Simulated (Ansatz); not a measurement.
SiSn:
```cif
data_SiSn
_chemical_formula_sum 'Sn1 Si1'
_space_group_name_H-M_alt 'Pm-3m'
_space_group_IT_number 221
_space_group_name_Hall '-P 4 2 3'
_cell_length_a 3.44392
_cell_length_b 3.44392
_cell_length_c 3.44392
_cell_angle_alpha 90.000
_cell_angle_beta 90.000
_cell_angle_gamma 90.000
loop_
_atom_site_label
_atom_site_type_symbol
_atom_site_symmetry_multiplicity
_atom_site_Wyckoff_symbol
_atom_site_fract_x
_atom_site_fract_y
_atom_site_fract_z
_atom_site_occupancy
Sn1 Sn 1 a 0.00000 0.00000 0.00000 1
Si1 Si 1 b 0.50000 0.50000 0.50000 1
```

Relaxed with PBEsol.

Question: Decompose the optical modes at the zone centre into irreducible representations, and say which are infrared and Raman allowed.

Answer: Point group m-3m: Γ_opt = T1u. Infrared: T1u. Raman: none.

Question: Assign frequencies (DFPT, DFT-PBEsol in the program Ansatz with PAW potentials).

Answer: T1u 152 cm⁻¹.

A made-up cell: these elements were put on the sites of a structure type; neither database checked (COD, Materials Project) lists it. Whether it is the stable phase at ambient conditions was not checked. Symmetry was held in the PBEsol relaxation. At this level the phase is mechanically unstable. As this level gives no gap, phonon frequencies hold no LO–TO term and depend on the k-mesh and smearing (Fermi–Dirac, 0.1 eV here). Spin–orbit coupling is left out wherever it is not named.

Potentials: the later of the program's two PAW sets.
